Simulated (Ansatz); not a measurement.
## BrCl₂: relaxation (Ansatz)

Input:

```yaml
crystal:
  lattice:
    - [0.0, 0.0, 5.87941]
    - [5.944649, 0.0, 0.0]
    - [2.972325, 5.515532, -2.939705]
  atoms:
    - { symbol: Cl, position: [0.11171, 0.09529, 0.22342] }
    - { symbol: Cl, position: [0.88829, 0.90471, 0.77658] }
    - { symbol: Cl, position: [0.38829, 0.31871, 0.77658] }
    - { symbol: Cl, position: [0.61171, 0.68129, 0.22342] }
    - { symbol: Br, position: [0.25, 0.0, 0.0] }
    - { symbol: Br, position: [0.75, 0.0, 0.0] }
  symmetry: { tolerance: 0.0003 }
kpoints:
  mp_grid: { grid: [5, 5, 5], shift: [0, 0, 0] }
magnetization:
  spin_polarized: false
scf:
  occupations: { method: methfessel_paxton, width: 0.0206 }
  lower_state_search: "off"
hamiltonian:
  pseudopotentials: { kind: paw }
  xc: r2scan
basis:
  ecutwfc: 500
  fft_grid_basis: typed
relax:
  max_steps: 80
  cell: { p_target: 0.0 }
  f_tol: 0.03
output:
  forces: true
  stress: true
  eigenvalues: true
  bader: true
  populations: true
  elf: true
  write_potential: true
  volumetric_format: npy
  dos:
    e_range: [-12, 8]
    de: 0.05
    projected: { site_lists: { Br: [Br], Cl: [Cl] } }
checkpoint:
  read: saved_state
```

Launch command:

```bash
ansatz run input.yaml --threads 2 --pin off --max-ram 3584MiB --backend cpu --events-out ev --progress --plain --runs-dir out
```

Origin of the cell: a known structure type with other elements, at an estimated volume, so it need not be a known compound.

The saved state is a converged single point of the same cell.

Excerpt of the output:

```
Pseudopotentials: kind: paw
Pseudopotential: Cl, paw, valence charge 7, recommended cutoff 500 eV (meta_gga), Cl.paw.azcp
Pseudopotential: Br, paw, valence charge 7, recommended cutoff 500 eV (meta_gga), Br.paw.azcp
Functional definition: r2SCAN
  exchange = r2scan_x(k0 = k0, k1 = k1, a1 = a1)
  correlation = r2scan_c
Crystal: 6 atoms, lattice volume = 192.774 Å³
Basis set: ecut = 500 eV, 4893 PW (Γ), exchange–correlation on 180×180×216 points (64 copies of the dense FFT grid, shifted against one another)
Bands: 27, of which v1, the nominal top of the filled ones, is band 21 counted from 1 (20 counted from 0)
Symmetry: 8 space group operations
Space group: Ibam (ITA 72), of the structure as read, at distance tolerance 1.7e-3 Å
[… 8 lines left out …]
Initial density: read from a saved state, or passed on in memory by an earlier SCF of this step, an earlier step, the calling program or the single point that the run made first
Functional: x = r2scan, c = r2scan; τ floored in thin density (d = 2e-4 eV/Å³)
SCF iter   1: F=—  HF=-9909.544245 eV  Δρ=1.94e-3  dr2=4.74e-3  dr2_τ=5.48e-4
SCF iter   2: F=—  HF=-9909.547471 eV  S|Δr|=    0.00e0  Δρ=9.03e-4  dr2=1.41e-3  dr2_τ=4.35e-5
SCF iter   3: F=—  HF=-9909.547088 eV  S|Δr|=    0.00e0  Δρ=1.59e-4  dr2=8.60e-5  dr2_τ=2.80e-6
SCF iter   4: F=—  HF=-9909.546999 eV  S|Δr|=    0.00e0  Δρ=1.07e-4  dr2=4.86e-5  dr2_τ=2.54e-7
SCF iter   5: F=—  HF=-9909.546999 eV  S|Δr|=    0.00e0  Δρ=9.50e-5  dr2=3.92e-5  dr2_τ=1.59e-7
SCF iter   6: F=—  HF=-9909.546991 eV  S|Δr|=    0.00e0  Δρ=6.15e-5  dr2=1.40e-5  dr2_τ=1.02e-7
SCF iter   7: F=—  HF=-9909.546988 eV  S|Δr|=    0.00e0  Δρ=1.82e-5  dr2=9.36e-7  dr2_τ=2.47e-8
SCF iter   8: F=-9909.546988 eV  HF=-9909.546988 eV  S|Δr|=    0.00e0  Δρ=5.12e-6  dr2=3.53e-8  dr2_τ=1.06e-9
relax step   1: F+E_penalty+E_count = -9909.546988 eV  Δ(F+E_penalty+E_count) = +0.000e0 eV  max|allowed force component| = 2.814e0 eV/Å  Δτ_max = 0.0000 Å  P = +20.040 GPa  Ω = 192.774 Å³  ( […]
relax step   2: F+E_penalty+E_count = -9912.393410 eV  Δ(F+E_penalty+E_count) = -2.846e0 eV  max|allowed force component| = 1.406e0 eV/Å  Δτ_max = 0.0754 Å  P = +11.661 GPa  Ω = 204.729 Å³  e […]
relax step   3: F+E_penalty+E_count = -9913.904752 eV  Δ(F+E_penalty+E_count) = -1.511e0 eV  max|allowed force component| = 6.666e-1 eV/Å  Δτ_max = 0.0442 Å  P = +6.787 GPa  Ω = 215.920 Å³  e […]
relax step   4: F+E_penalty+E_count = -9914.782350 eV  Δ(F+E_penalty+E_count) = -8.776e-1 eV  max|allowed force component| = 3.070e-1 eV/Å  Δτ_max = 0.0230 Å  P = +3.894 GPa  Ω = 225.605 Å³ […]
relax step   5: F+E_penalty+E_count = -9915.505801 eV  Δ(F+E_penalty+E_count) = -7.235e-1 eV  max|allowed force component| = 3.521e-1 eV/Å  Δτ_max = 0.1280 Å  P = +2.535 GPa  Ω = 232.319 Å³ […]
relax step   6: F+E_penalty+E_count = -9916.215631 eV  Δ(F+E_penalty+E_count) = -7.098e-1 eV  max|allowed force component| = 5.114e-1 eV/Å  Δτ_max = 0.1756 Å  P = +0.911 GPa  Ω = 238.898 Å³ […]
relax step   7: F+E_penalty+E_count = -9916.794456 eV  Δ(F+E_penalty+E_count) = -5.788e-1 eV  max|allowed force component| = 4.783e-1 eV/Å  Δτ_max = 0.2000 Å  P = +0.262 GPa  Ω = 246.104 Å³ […]
relax step   8: F+E_penalty+E_count = -9917.193297 eV  Δ(F+E_penalty+E_count) = -3.988e-1 eV  max|allowed force component| = 4.622e-1 eV/Å  Δτ_max = 0.1986 Å  P = -0.218 GPa  Ω = 251.720 Å³ […]
relax step   9: F+E_penalty+E_count = -9917.581335 eV  Δ(F+E_penalty+E_count) = -3.880e-1 eV  max|allowed force component| = 3.865e-1 eV/Å  Δτ_max = 0.1998 Å  P = -0.418 GPa  Ω = 257.160 Å³ […]
relax step  10: F+E_penalty+E_count = -9917.834306 eV  Δ(F+E_penalty+E_count) = -2.530e-1 eV  max|allowed force component| = 1.941e-1 eV/Å  Δτ_max = 0.1977 Å  P = -0.171 GPa  Ω = 262.440 Å³ […]
relax step  11: F+E_penalty+E_count = -9917.926575 eV  Δ(F+E_penalty+E_count) = -9.227e-2 eV  max|allowed force component| = 9.990e-2 eV/Å  Δτ_max = 0.1974 Å  P = -0.362 GPa  Ω = 265.520 Å³ […]
relax step  12: F+E_penalty+E_count = -9917.945010 eV  Δ(F+E_penalty+E_count) = -1.844e-2 eV  max|allowed force component| = 2.729e-2 eV/Å  Δτ_max = 0.0474 Å  P = +0.267 GPa  Ω = 266.893 Å³ […]
[… 7 lines left out …]
relax step  20: F+E_penalty+E_count = -9917.978571 eV  Δ(F+E_penalty+E_count) = -1.092e-2 eV  max|allowed force component| = 2.320e-2 eV/Å  Δτ_max = 0.0291 Å  P = -0.060 GPa  Ω = 257.968 Å³ […]
relax step  21: F+E_penalty+E_count = -9917.994104 eV  Δ(F+E_penalty+E_count) = -1.553e-2 eV  max|allowed force component| = 1.799e-2 eV/Å  Δτ_max = 0.0233 Å  P = -0.096 GPa  Ω = 247.112 Å³ […]
relax step  22: F+E_penalty+E_count = -9918.011838 eV  Δ(F+E_penalty+E_count) = -1.773e-2 eV  max|allowed force component| = 1.479e-2 eV/Å  Δτ_max = 0.0206 Å  P = -0.115 GPa  Ω = 235.288 Å³ […]
relax step  23: F+E_penalty+E_count = -9918.024120 eV  Δ(F+E_penalty+E_count) = -1.228e-2 eV  max|allowed force component| = 7.120e-2 eV/Å  Δτ_max = 0.0116 Å  P = -0.254 GPa  Ω = 219.448 Å³ […]
relax step  24: F+E_penalty+E_count = -9918.022689 eV  Δ(F+E_penalty+E_count) = +1.431e-3 eV  max|allowed force component| = 1.402e-1 eV/Å  Δτ_max = 0.0622 Å  P = -0.320 GPa  Ω = 217.753 Å³ […]
relax step  25: F+E_penalty+E_count = -9918.030128 eV  Δ(F+E_penalty+E_count) = -6.009e-3 eV  max|allowed force component| = 6.191e-3 eV/Å  Δτ_max = 0.0194 Å  P = +0.036 GPa  Ω = 215.611 Å³ […]
relax step  26: F+E_penalty+E_count = -9918.030647 eV  Δ(F+E_penalty+E_count) = -5.191e-4 eV  max|allowed force component| = 6.822e-3 eV/Å  Δτ_max = 0.0097 Å  P = -0.073 GPa  Ω = 214.840 Å³ […]
relax step  27: F+E_penalty+E_count = -9918.031141 eV  Δ(F+E_penalty+E_count) = -4.938e-4 eV  max|allowed force component| = 4.009e-3 eV/Å  Δτ_max = 0.0094 Å  P = +0.016 GPa  Ω = 213.518 Å³ […]
relax step  28: F+E_penalty+E_count = -9918.031121 eV  Δ(F+E_penalty+E_count) = +2.008e-5 eV  max|allowed force component| = 2.848e-4 eV/Å  Δτ_max = 0.0046 Å  P = -0.002 GPa  Ω = 214.424 Å³ […]
relax step  29: F+E_penalty+E_count = -9918.067903 eV  Δ(F+E_penalty+E_count) = -3.678e-2 eV  max|allowed force component| = 9.636e-4 eV/Å  Δτ_max = 0.0000 Å  P = +0.198 GPa  Ω = 214.424 Å³  stress off target by 5.27e-1 GPa […]
relax step  30: F+E_penalty+E_count = -9918.070015 eV  Δ(F+E_penalty+E_count) = -2.112e-3 eV  max|allowed force component| = 3.312e-3 eV/Å  Δτ_max = 0.0120 Å  P = +0.025 GPa  Ω = 216.949 Å³ […]
relax step  31: F+E_penalty+E_count = -9918.070208 eV  Δ(F+E_penalty+E_count) = -1.935e-4 eV  max|allowed force component| = 3.571e-3 eV/Å  Δτ_max = 0.0000 Å  P = +0.025 GPa  Ω = 216.949 Å³  stress off target by 4.50e-2 GPa […]
SCF 31 converged in 6 iterations: F = -9918.070208 eV  dr2 = 3.15e-12
basis re-selected at this cell: Δ(F+E_penalty+E_count) = -1.935e-4 eV, ΔP = +0.000 GPa vs the last step (what re-selecting the basis moved, of the pressure what is left beyond the Pulay corre […]
SCF converged after 6 iterations
Stability not checked: this state was not tested for a lower state beside it, because cold or Methfessel-Paxton smearing, or corrected tetrahedra, fill the levels in a way that the test cannot read (fill_not_monotonic; […]
Free energy (F): -9918.070208 eV
Harris-Foulkes:  -9918.070208 eV  (|F-HF|=3.64e-12)
Internal energy: -9918.070208 eV  (E = F + TS)
E sigma→0 (E₀):  -9918.070208 eV
Fermi energy:    0.488187 eV
--- Per-component energies (eV) ---
  E_band       = -270.896710
  E_kinetic    = 895.910052
  E_local      = -2002.284601  (includes V_loc(G=0)·N_el)
  E_nonlocal   = 253.536530
  E_hartree    = 648.749340
  E_xc         = -905.829134
  E_vxc        = -753.907415  (∫ρ·V_xc dr)
  E_paw        = -7206.542567  (= ΣΔE_a)
  E_vpaw       = -2.390045  (= ΣTr[D̂ρ^β])
  E_aug_tail   = 0.000154  (compensation charges beyond the density's cutoff)
  E_vtau       = 40.739912  (kinetic-family band-sum trace: ∫τ·v_τ [+ j·A + Jᵃ·Aᵃ] dr)
  E_ewald      = -1600.747967
  E_core_change = -0.862015  (= ΣΔE_core)
  E_smearing   = 0.000000  (= −TS)
  Σ components = -9918.070208   (vs F -9918.070208, Δ=0.00e0)
--- Forces (eV/Å), atoms counted from 1 ---
  atom   1  Cl    -0.000370     0.003571     0.000000
  atom   2  Cl     0.000370    -0.003571     0.000000
  atom   3  Cl    -0.000370    -0.003571     0.000000
  atom   4  Cl     0.000370     0.003571     0.000000
  atom   5  Br     0.000000     0.000000     0.000000
  atom   6  Br     0.000000     0.000000     0.000000
  max |Σ_I F_I| component: 4.34e-19 eV/Å
--- Stress (GPa, compression-positive) ---
       -0.012275       0.000000       0.000000
        0.000000       0.041459       0.000000
        0.000000       0.000000       0.045013
  P = ⅓ Tr σ = 0.0247 GPa (0.247 kbar)
--- Relaxed structure (29 steps of the walk, 28 accepted, 2 SCFs on fresh bases) ---
  F+E_penalty+E_count = -9918.070208 eV   max|allowed force component| = 3.571e-3 eV/Å   (the final SCF, on the basis selected at the relaxed cell)
  cell:  # Å, volume = 216.9485 Å³
    - [0.0, -1.733e-108, 8.128266]
    - [4.101569, -1.859e-7, 0.0]
    - [2.050785, 6.507419, -4.064133]
  atoms:
    - { symbol: Cl, position: [0.121203, -0.121065, 0.242406] }
    - { symbol: Cl, position: [0.878797, 1.121065, 0.757594] }
    - { symbol: Cl, position: [0.378797, 0.121341, 0.757594] }
    - { symbol: Cl, position: [0.621203, 0.878659, 0.242406] }
    - { symbol: Br, position: [0.25, 2.541e-18, 0.0] }
    - { symbol: Br, position: [0.75, 2.541e-18, 0.0] }
--- Löwdin populations: 6 sites ---
  site symbol       q [e]
     0     Cl      7.1715
     1     Cl      7.1715
     2     Cl      7.1715
     3     Cl      7.1715
     4     Br      6.5626
     5     Br      6.5626
  spilling = 0.004491 (of n_electrons = 42.000000)
--- Bader charges: 6 sites ---
  site symbol  charge [e]  shift [e]
     0     Cl     -0.2228     0.0001
     1     Cl     -0.2228     0.0001
     2     Cl     -0.2228     0.0001
     3     Cl     -0.2228     0.0001
     4     Br      0.4457     0.0001
     5     Br      0.4457     0.0001
  estimated error of the sums over rays = 1.2e-4 e
```

Before:

Space group Ibam (No. 72); the run's cell has a = 5.879 Å, b = 5.945 Å, c = 6.921 Å, α = 64.57°, β = 115.14°, γ = 90.00°. Shortest distances: Br–Cl 2.28 Å, Br–Br 2.94 Å, Cl–Cl 3.48 Å.

The relaxed structure.

Space group Cmmm (No. 65); the run's cell has a = 8.128 Å, b = 4.102 Å, c = 7.942 Å, α = 75.03°, β = 120.78°, γ = 90.00°. Shortest distances: Br–Cl 2.57 Å, Cl–Cl 3.15 Å.

```yaml
Free_energy_lowered_by: 1420.5 meV/atom
Volume_change: 12.54 %
Final_pressure: 0.02 GPa
Relaxation_steps_listed: 31
Gap_on_the_mesh: 0.25 eV
```

Caveats: no dispersion correction, so spacings can come out too large where layers or molecules are weakly bound; the relaxation held the start's symmetry, so the end may be a saddle point.

The run took 7.6 min on 2 threads of Arm Neoverse V1 (shared host), peak memory 1 GiB, from a saved density.
